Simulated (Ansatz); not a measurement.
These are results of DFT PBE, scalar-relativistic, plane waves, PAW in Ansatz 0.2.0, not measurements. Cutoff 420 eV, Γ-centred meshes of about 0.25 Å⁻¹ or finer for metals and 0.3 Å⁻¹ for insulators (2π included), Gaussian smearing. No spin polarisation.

All energies are static (0 K, no zero-point motion).

Two forms of Mg2Si3N3 were relaxed alike.

A.

```
Mg Si N
1.0
     2.96090   -3.40049    0.00000
     2.96090    3.40049    0.00000
     0.00000    0.00000    5.57672
Mg Si N
2 3 3
Direct
  0.75136 0.75136 0.31915
  0.24864 0.24864 0.31915
  0.27709 0.72291 0.72157
  0.00000 0.00000 0.95619
  0.72291 0.27709 0.72157
  0.50000 0.50000 0.89004
  0.50000 0.00000 0.53616
  0.00000 0.50000 0.53616
```

B.

```
Mg Si N
1.0
     3.10815    0.00000    0.00000
    -1.55408    2.69174    0.00000
     0.00000    0.00000   12.51348
Mg Si N
2 3 3
Direct
  0.33333 0.66667 0.06232
  0.66667 0.33333 0.26928
  0.66667 0.33333 0.89143
  0.33333 0.66667 0.49716
  0.66667 0.33333 0.70851
  0.33333 0.66667 0.21607
  0.66667 0.33333 0.46275
  0.33333 0.66667 0.64249
```

Question: Which form is favoured at zero pressure, and by what margin per atom?

Answer: A is lower, by 252 meV/atom. A has space group Cmm2 (No. 35), 14.0 Å³/atom and no gap on its mesh; B has space group P3m1 (No. 156), 13.1 Å³/atom and no gap. The shortest distance is 1.78 Å (Si–N) in A and 1.82 Å (Si–N) in B. A holds Si–Si units of three or more atoms (shortest 2.29 Å); B holds Si–Si pairs (shortest 2.29 Å). The lower one is the more open, so pressure narrows the difference. In A, around Mg lie 2 N at 2.09 Å and 1 Si at 2.50 Å; around Si on a site of symmetry m lie 3 N at 1.78–1.82 Å and 1 Si at 2.29 Å; around N on a site of symmetry mm2 lie 2 Si at 1.78 Å; 2 more sites not described. In B, around Mg on its first site lies 1 N at 1.92 Å; around Si on its first site lies 1 Si at 2.29 Å; N on its first site has 4 Mg at 1.91–1.92 Å; 5 more sites not described. Both come from trial cells of a structure search, whose lowest cell (Cm, 14.0 Å³/atom) lies 92 meV/atom below the lower of the two.

In Cmm2, P3m1 an odd number of electrons in the primitive cell allows no gap without spin; a larger cell or a magnetic state could open one. Trial moments fell under 0.15 μB along the way in Cmm2; another start might hold them. With atoms moved at random, A (by 92 meV/atom) fell into a lower structure. B had no clear such test and can be a saddle point. Some types were kept out of the candidates beforehand, so the set may lack a known form.
